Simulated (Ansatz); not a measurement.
S (alpha)

Computed with Ansatz (plane waves, PAW, 420 eV cutoff): PBEsol, scalar-relativistic, no spin polarisation, 6×6×6 k-mesh, Gaussian smearing of 0.05 eV. The datasets are Ansatz's generated set soft_2.

```
CELL_PARAMETERS angstrom
0.00000 6.49488 12.13310
5.30646 0.00000 12.13310
5.30646 6.49488 0.00000
ATOMIC_POSITIONS crystal
S 0.07908 0.27220 0.26573
S 0.38299 0.26573 0.27220
S 0.26573 0.38299 0.07908
S 0.27220 0.07908 0.38299
S 0.17092 0.97780 0.98427
S 0.86701 0.98427 0.97780
S 0.98427 0.86701 0.17092
S 0.97780 0.17092 0.86701
S 0.31838 0.43715 0.39404
S 0.85044 0.39404 0.43715
S 0.39404 0.85044 0.31838
S 0.43715 0.31838 0.85044
S 0.93162 0.81285 0.85596
S 0.39956 0.85596 0.81285
S 0.85596 0.39956 0.93162
S 0.81285 0.93162 0.39956
S 0.51401 0.38986 0.29510
S 0.80103 0.29510 0.38986
S 0.29510 0.80103 0.51401
S 0.38986 0.51401 0.80103
S 0.73599 0.86014 0.95490
S 0.44897 0.95490 0.86014
S 0.95490 0.44897 0.73599
S 0.86014 0.73599 0.44897
S 0.44976 0.56205 0.11520
S 0.87298 0.11520 0.56205
S 0.11520 0.87298 0.44976
S 0.56205 0.44976 0.87298
S 0.80024 0.68795 0.13480
S 0.37702 0.13480 0.68795
S 0.13480 0.37702 0.80024
S 0.68795 0.80024 0.37702
```

**Question.** Which orbitals make up the states within about 0.6 eV of each band edge?

**Answer.** Valence edge: S 3p 94 %. Conduction edge: S 3p 86 %, S 3s 14 %. Shares are among the projected shells; the gap is 2.00 eV.

Density of states (tetrahedra, averaged over 0.4 eV; states/eV per cell of 32 atoms; energy in eV from the Fermi level; projections on Löwdin-orthogonalised atomic orbitals, summed over sites):

| E | total | S 3p | S 3s |
| --- | --- | --- | --- |
| -6.45 | 22.7 | 19.7 | 2.7 |
| -6.05 | 7.4 | 6.6 | 0.7 |
| -5.65 | 14.4 | 13.1 | 1.1 |
| -5.25 | 21.9 | 19.5 | 2.2 |
| -4.85 | 32.8 | 28.6 | 3.8 |
| -4.45 | 25.5 | 22.6 | 2.6 |
| -4.05 | 10.7 | 9.4 | 1.1 |
| -3.65 | 9.4 | 8.5 | 0.6 |
| -3.25 | 0.0 | 0.0 | 0.0 |
| -2.85 | 7.1 | 6.7 | 0.3 |
| -2.45 | 41.3 | 38.4 | 2.0 |
| -2.05 | 50.9 | 47.8 | 1.8 |
| -1.65 | 31.9 | 29.7 | 1.2 |
| -1.25 | 8.6 | 7.8 | 0.5 |
| -0.85 | 0.2 | 0.2 | 0.0 |
| -0.45 | 0.0 | 0.0 | 0.0 |
| -0.05 | 0.0 | 0.0 | 0.0 |
| 0.35 | 0.0 | 0.0 | 0.0 |
| 0.75 | 0.0 | 0.0 | 0.0 |
| 1.15 | 16.7 | 12.9 | 2.3 |
| 1.55 | 23.1 | 18.0 | 2.8 |
| 1.95 | 16.6 | 13.2 | 1.6 |
| 2.35 | 22.5 | 18.4 | 1.2 |
| 2.75 | 32.3 | 27.0 | 1.6 |
| 3.15 | 34.4 | 28.2 | 2.2 |
| 3.55 | 12.6 | 10.4 | 0.6 |

Semilocal functionals underestimate band gaps, commonly by a third or more. The structure is built of weakly bound molecules, and this functional has no dispersion term, so their spacing and all that hangs on it (volume, the soft elastic constants, low modes, dielectric constants) are poorly given.
